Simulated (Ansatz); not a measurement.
The slice is one period of a {110} plane through atoms; its size isn't given.

The numbers are results of PBEsol (plane waves to 420 eV, PAW, scalar-relativistic; Ansatz, a first-principles code), not measurements. Near the nuclei the fields are pseudised (PAW); where an atom keeps semicore shells as valence, they peak there.

```
|9988664422000000000022446688|
|7766553311000000000011335566|
|4444332211000000000011223344|
|2222111100000000000000111122|
|1100000000000000000000000000|
|0000000011111122111111000000|
|0000000011223333332211000000|
|0000001122445566554422110000|
|0000001133557788775533110000|
|0000001133668899886633110000|
|0000001133557788775533110000|
|0000001122445566554422110000|
|0000000011223333332211000000|
|0000000011111122111111000000|
|1100000000000000000000000000|
|2222111100000000000000111122|
|4444332211000000000011223344|
|7766553311000000000011335566|
|9988664422000000000022446688|
|9999774422000000000022447799|
```
Scale: ten equal steps from -0.72 (start of '0') to 1.85 (end of '9'), in the order '0123456789'. Values: log₁₀ of the valence density in e/Å³. The map has 14 points along u (two characters each, u = 0 at the left) and 20 along v (v = 0 in the bottom row). The scale is logarithmic, as a density can span decades between atoms and voids.

```
|xxx644686446xx|
|xx85447974458x|
|76544699964456|
|44446888886444|
|44577665667754|
|77876555556787|
|99765310135679|
|986530xxx03568|
|97551xxxxx1557|
|97540xxxxx0457|
|97551xxxxx1557|
|986530xxx03568|
|99765310135679|
|77876555556787|
|44577665667754|
|44446888886444|
|76544699964456|
|xx85447974458x|
|xxx644686446xx|
|xxx743686347xx|
```
Scale: ten equal steps from 0.07 (start of '0') to 0.31 (end of '9'), in the order '0123456789'. Values: electron localisation function (ELF). The map has 14 points along u (one character each, u = 0 at the left) and 20 along v (v = 0 in the bottom row). Points within 0.5 Å of a nucleus are blanked (x), as the pseudised field means little there.

### Question
Which relaxed crystal do these maps come from?
A) FeCo (CsCl type)
B) TlHg (CsCl type)
C) ZnCu (CsCl type)

### Answer
C, ZnCu (CsCl type). Atoms on the slice: Zn at (0.50, 0.50); Cu at (0.00, 0.00)

All were relaxed with their symmetry unable to fall. Relaxed FeCo ends ferromagnetic. Spin-orbit coupling is left out. ZnCu is run without spin polarisation. Other magnetic orders were not checked, so this need not be the ground state. (This holds for the magnetic or f-shell members.)
